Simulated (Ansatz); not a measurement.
# Calculated with Ansatz: Be4Ni, relaxation

The command:

```bash
ansatz run input.yaml --threads 2 --pin off --max-ram 4096MiB --backend cpu --events-out ev --progress --plain --runs-dir out
```

input.yaml:

```yaml
crystal:
  lattice:
    - [3.488804, 0.0, 0.0]
    - [0.0, 3.488804, 0.0]
    - [0.0, 0.0, 7.300703]
  atoms:
    - { symbol: Be, position: [0.0, 0.0, 0.0] }
    - { symbol: Be, position: [0.5, 0.5, 0.0] }
    - { symbol: Be, position: [0.0, 0.5, 0.481] }
    - { symbol: Be, position: [0.5, 0.0, 0.519] }
    - { symbol: Ni, position: [0.0, 0.5, 0.169], spin: 2.0 }
    - { symbol: Ni, position: [0.5, 0.0, 0.831], spin: 2.0 }
    - { symbol: Be, position: [0.0, 0.0, 0.304] }
    - { symbol: Be, position: [0.5, 0.5, 0.304] }
    - { symbol: Be, position: [0.5, 0.5, 0.696] }
    - { symbol: Be, position: [0.0, 0.0, 0.696] }
kpoints:
  mp_grid: { grid: [6, 6, 3], shift: [0, 0, 0] }
magnetization:
  spin_polarized: true
scf:
  occupations: { method: fermi_dirac, width: 0.1121 }
  lower_state_search: "off"
hamiltonian:
  pseudopotentials: { kind: paw }
  xc: pbe
  hubbard:
    sites: [{ species: Ni, l: d, u_eff: 5.17 }]
    projectors: all-electron-ortho-atomic
basis:
  ecutwfc: 420
  fft_grid_basis: typed
relax:
  max_steps: 80
  cell: { p_target: 20.0 }
output:
  forces: true
  stress: true
  eigenvalues: true
  bader: true
  populations: true
  elf: true
  write_potential: true
  volumetric_format: npy
  dos:
    e_range: [-12, 8]
    de: 0.05
    projected: { site_lists: { Be: [Be], Ni: [Ni] } }
checkpoint:
  read: saved_state
```

Origin of the cell: a known structure type with other elements, at an estimated volume, so it need not be a known compound.

The saved state is a converged single point of the same cell.

Steps («new basis» is an SCF on plane waves selected anew at the same cell):

```
step  ΔH (meV/atom)  max force component (eV/Å)  P (GPa)  volume (Å³)  SCF iterations   step was
   1            0.0                       1.287    14.12        88.86              15   accepted
   2          -47.7                       1.298    19.45        84.90               9   accepted
   3          -67.0                       0.663    22.78        82.67               9   accepted
   4          -75.1                       0.164    19.62        83.71               8   accepted
   5          -77.2                       0.294    19.94        83.48               8   accepted
   6          -79.0                       0.410    19.62        83.32               8   accepted
   7          -81.0                       0.162    19.96        83.24               7   accepted
   8          -81.5                       0.029    20.26        83.06               7   accepted
   9          -81.6                       0.033    20.13        83.07               7   accepted
  10          -81.6                       0.008    19.79        83.22               8   accepted
  11          -81.6                       0.000    20.02        83.12               7   accepted
  12          -81.7                       0.001    20.07        83.12               7  new basis
  13          -81.7                       0.006    20.02        83.12               8   accepted
  14          -81.7                       0.006    20.02        83.12               6  new basis
```

Step 1, with forces in eV/Å:

```xyz
10
Lattice="3.489 0.000 0.000 0.000 3.489 0.000 0.000 0.000 7.301" Properties=species:S:1:pos:R:3:forces:R:3 pbc="T T T" step=1
Be    0.000    0.000    0.000    0.000    0.000    0.000
Be    1.744    1.744    0.000    0.000    0.000    0.000
Be    0.000    1.744    3.512    0.000    0.000    0.433
Be    1.744    0.000    3.789    0.000    0.000   -0.433
Ni    0.000    1.744    1.234    0.000    0.000   -1.180
Ni    1.744    0.000    6.067    0.000    0.000    1.180
Be    0.000    0.000    2.219    0.000    0.000    1.287
Be    1.744    1.744    2.219    0.000    0.000    1.287
Be    1.744    1.744    5.081    0.000    0.000   -1.287
Be    0.000    0.000    5.081    0.000    0.000   -1.287
```

Step 2, with forces in eV/Å:

```xyz
10
Lattice="3.452 0.000 0.000 0.000 3.452 0.000 0.000 0.000 7.124" Properties=species:S:1:pos:R:3:forces:R:3 pbc="T T T" step=2
Be    0.000    0.000    0.000    0.000    0.000    0.000
Be    1.726    1.726    0.000    0.000    0.000    0.000
Be    0.000    1.726    3.505    0.000    0.000   -0.164
Be    1.726    0.000    3.619    0.000    0.000    0.164
Ni    0.000    1.726    1.232    0.000    0.000   -1.298
Ni    1.726    0.000    5.893    0.000    0.000    1.298
Be    0.000    0.000    2.266    0.000    0.000    0.861
Be    1.726    1.726    2.266    0.000    0.000    0.861
Be    1.726    1.726    4.858    0.000    0.000   -0.861
Be    0.000    0.000    4.858    0.000    0.000   -0.861
```

Step 3, with forces in eV/Å:

```xyz
10
Lattice="3.413 0.000 0.000 0.000 3.413 0.000 0.000 0.000 7.097" Properties=species:S:1:pos:R:3:forces:R:3 pbc="T T T" step=3
Be    0.000    0.000    0.000    0.000    0.000    0.000
Be    1.707    1.707    0.000    0.000    0.000    0.000
Be    0.000    1.707    3.491    0.000    0.000   -0.182
Be    1.707    0.000    3.606    0.000    0.000    0.182
Ni    0.000    1.707    1.214    0.000    0.000   -0.663
Ni    1.707    0.000    5.883    0.000    0.000    0.663
Be    0.000    0.000    2.352    0.000    0.000   -0.014
Be    1.707    1.707    2.352    0.000    0.000   -0.014
Be    1.707    1.707    4.745    0.000    0.000    0.014
Be    0.000    0.000    4.745    0.000    0.000    0.014
```

Step 4, with forces in eV/Å:

```xyz
10
Lattice="3.369 0.000 0.000 0.000 3.369 0.000 0.000 0.000 7.377" Properties=species:S:1:pos:R:3:forces:R:3 pbc="T T T" step=4
Be    0.000    0.000    0.000    0.000    0.000    0.000
Be    1.684    1.684    0.000    0.000    0.000    0.000
Be    0.000    1.684    3.626    0.000    0.000   -0.164
Be    1.684    0.000    3.751    0.000    0.000    0.164
Ni    0.000    1.684    1.223    0.000    0.000    0.128
Ni    1.684    0.000    6.154    0.000    0.000   -0.128
Be    0.000    0.000    2.437    0.000    0.000    0.078
Be    1.684    1.684    2.437    0.000    0.000    0.078
Be    1.684    1.684    4.940    0.000    0.000   -0.078
Be    0.000    0.000    4.940    0.000    0.000   -0.078
```

Step 5, with forces in eV/Å:

```xyz
10
Lattice="3.336 0.000 0.000 0.000 3.336 0.000 0.000 0.000 7.503" Properties=species:S:1:pos:R:3:forces:R:3 pbc="T T T" step=5
Be    0.000    0.000    0.000    0.000    0.000    0.000
Be    1.668    1.668    0.000    0.000    0.000    0.000
Be    0.000    1.668    3.670    0.000    0.000    0.145
Be    1.668    0.000    3.832    0.000    0.000   -0.145
Ni    0.000    1.668    1.250    0.000    0.000    0.294
Ni    1.668    0.000    6.253    0.000    0.000   -0.294
Be    0.000    0.000    2.495    0.000    0.000   -0.022
Be    1.668    1.668    2.495    0.000    0.000   -0.022
Be    1.668    1.668    5.008    0.000    0.000    0.022
Be    0.000    0.000    5.008    0.000    0.000    0.022
```

Step 6, with forces in eV/Å:

```xyz
10
Lattice="3.256 0.000 0.000 0.000 3.256 0.000 0.000 0.000 7.860" Properties=species:S:1:pos:R:3:forces:R:3 pbc="T T T" step=6
Be    0.000    0.000    0.000    0.000    0.000    0.000
Be    1.628    1.628    0.000    0.000    0.000    0.000
Be    0.000    1.628    3.837    0.000    0.000    0.410
Be    1.628    0.000    4.022    0.000    0.000   -0.410
Ni    0.000    1.628    1.343    0.000    0.000    0.309
Ni    1.628    0.000    6.517    0.000    0.000   -0.309
Be    0.000    0.000    2.650    0.000    0.000   -0.238
Be    1.628    1.628    2.650    0.000    0.000   -0.238
Be    1.628    1.628    5.210    0.000    0.000    0.238
Be    0.000    0.000    5.210    0.000    0.000    0.238
```

Step 7, with forces in eV/Å:

```xyz
10
Lattice="3.267 0.000 0.000 0.000 3.267 0.000 0.000 0.000 7.797" Properties=species:S:1:pos:R:3:forces:R:3 pbc="T T T" step=7
Be    0.000    0.000    0.000    0.000    0.000    0.000
Be    1.634    1.634    0.000    0.000    0.000    0.000
Be    0.000    1.634    3.820    0.000    0.000    0.162
Be    1.634    0.000    3.977    0.000    0.000   -0.162
Ni    0.000    1.634    1.335    0.000    0.000    0.100
Ni    1.634    0.000    6.462    0.000    0.000   -0.100
Be    0.000    0.000    2.612    0.000    0.000   -0.068
Be    1.634    1.634    2.612    0.000    0.000   -0.068
Be    1.634    1.634    5.186    0.000    0.000    0.068
Be    0.000    0.000    5.186    0.000    0.000    0.068
```

Step 8, with forces in eV/Å:

```xyz
10
Lattice="3.251 0.000 0.000 0.000 3.251 0.000 0.000 0.000 7.858" Properties=species:S:1:pos:R:3:forces:R:3 pbc="T T T" step=8
Be    0.000    0.000    0.000    0.000    0.000    0.000
Be    1.626    1.626    0.000    0.000    0.000    0.000
Be    0.000    1.626    3.862    0.000    0.000    0.000
Be    1.626    0.000    3.996    0.000    0.000    0.000
Ni    0.000    1.626    1.351    0.000    0.000    0.001
Ni    1.626    0.000    6.507    0.000    0.000   -0.001
Be    0.000    0.000    2.628    0.000    0.000   -0.029
Be    1.626    1.626    2.628    0.000    0.000   -0.029
Be    1.626    1.626    5.231    0.000    0.000    0.029
Be    0.000    0.000    5.231    0.000    0.000    0.029
```

Step 9, with forces in eV/Å:

```xyz
10
Lattice="3.241 0.000 0.000 0.000 3.241 0.000 0.000 0.000 7.908" Properties=species:S:1:pos:R:3:forces:R:3 pbc="T T T" step=9
Be    0.000    0.000    0.000    0.000    0.000    0.000
Be    1.621    1.621    0.000    0.000    0.000    0.000
Be    0.000    1.621    3.885    0.000    0.000    0.033
Be    1.621    0.000    4.023    0.000    0.000   -0.033
Ni    0.000    1.621    1.358    0.000    0.000    0.030
Ni    1.621    0.000    6.551    0.000    0.000   -0.030
Be    0.000    0.000    2.640    0.000    0.000   -0.024
Be    1.621    1.621    2.640    0.000    0.000   -0.024
Be    1.621    1.621    5.268    0.000    0.000    0.024
Be    0.000    0.000    5.268    0.000    0.000    0.024
```

Step 10, with forces in eV/Å:

```xyz
10
Lattice="3.240 0.000 0.000 0.000 3.240 0.000 0.000 0.000 7.928" Properties=species:S:1:pos:R:3:forces:R:3 pbc="T T T" step=10
Be    0.000    0.000    0.000    0.000    0.000    0.000
Be    1.620    1.620    0.000    0.000    0.000    0.000
Be    0.000    1.620    3.897    0.000    0.000   -0.008
Be    1.620    0.000    4.030    0.000    0.000    0.008
Ni    0.000    1.620    1.362    0.000    0.000   -0.007
Ni    1.620    0.000    6.565    0.000    0.000    0.007
Be    0.000    0.000    2.643    0.000    0.000    0.003
Be    1.620    1.620    2.643    0.000    0.000    0.003
Be    1.620    1.620    5.285    0.000    0.000   -0.003
Be    0.000    0.000    5.285    0.000    0.000   -0.003
```

Step 14, with forces in eV/Å:

```xyz
10
Lattice="3.233 0.000 0.000 0.000 3.233 0.000 0.000 0.000 7.952" Properties=species:S:1:pos:R:3:forces:R:3 pbc="T T T" step=14
Be    0.000    0.000    0.000    0.000    0.000    0.000
Be    1.617    1.617    0.000    0.000    0.000    0.000
Be    0.000    1.617    3.909    0.000    0.000    0.001
Be    1.617    0.000    4.043    0.000    0.000   -0.001
Ni    0.000    1.617    1.366    0.000    0.000   -0.006
Ni    1.617    0.000    6.586    0.000    0.000    0.006
Be    0.000    0.000    2.650    0.000    0.000    0.000
Be    1.617    1.617    2.650    0.000    0.000    0.000
Be    1.617    1.617    5.302    0.000    0.000    0.000
Be    0.000    0.000    5.302    0.000    0.000    0.000
```

| Property | Result |
| --- | --- |
| Enthalpy lowered by | 81.7 meV/atom |
| Volume change | -6.46 % |
| Final pressure | 20.02 GPa |
| Relaxation steps listed | 14 |
| Gap on the mesh | none (metal) |

Caveats: a starting moment was lost; no moments, though an odd count or open d shells may carry them; the k mesh is coarse if the cell is a metal; the relaxation held the start's symmetry, so the end may be a saddle point.

It ran for 110 s on 2 threads of Intel(R) Xeon(R) 6975P-C (Granite Rapids), on a shared host, peak memory 0.52 GiB, from a saved density.
